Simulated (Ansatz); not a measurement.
Values for one crystal, relaxed and computed with the program Ansatz at the r²SCAN level (PAW); other levels are named.

```yaml
volume_per_atom: 19.24 Å³
band_gap: 5.92 eV (indirect)
Electron effective mass with spin–orbit coupling: 1.5 mₑ (isotropic)
HSE06 gap on the r²SCAN cell: 6.67 eV
Bulk modulus (Birch–Murnaghan fit): 27.8 GPa
valence_band_maximum: at X
conduction_band_minimum: on the Γ–X line, 38 % of the way from Γ (6 equivalent valleys)
```

Task: Which of these materials gives this?
A) Cs2PdBr6, Fm-3m (Cs on 8c, Pd on 4a, Br on 24e)
B) Li4MoO5, I4 (Li on 8c, Mo on 2a, O on 8c, O on 2a)
C) ErAl3C3, P6_3/mmc (Pearson symbol hP14)
D) Cs2LiIrC6N6, Fm-3m (Pearson symbol cF64)

Result: D, Cs2LiIrC6N6, Fm-3m (Pearson symbol cF64)

The workflow started from a Materials Project entry (that database holds measured and hypothetical structures alike); the Crystallography Open Database files this formula in space group No. 225, but the cells were not matched. Whether it is the stable phase at ambient conditions was not checked. The r²SCAN relaxation kept the symmetry of its start; its stability against distortions is not shown here. The run is not spin-polarised. Scalar-relativistic: spin–orbit coupling is off unless named, which matters more the heavier the elements.

Potentials: the later of the program's two PAW sets.
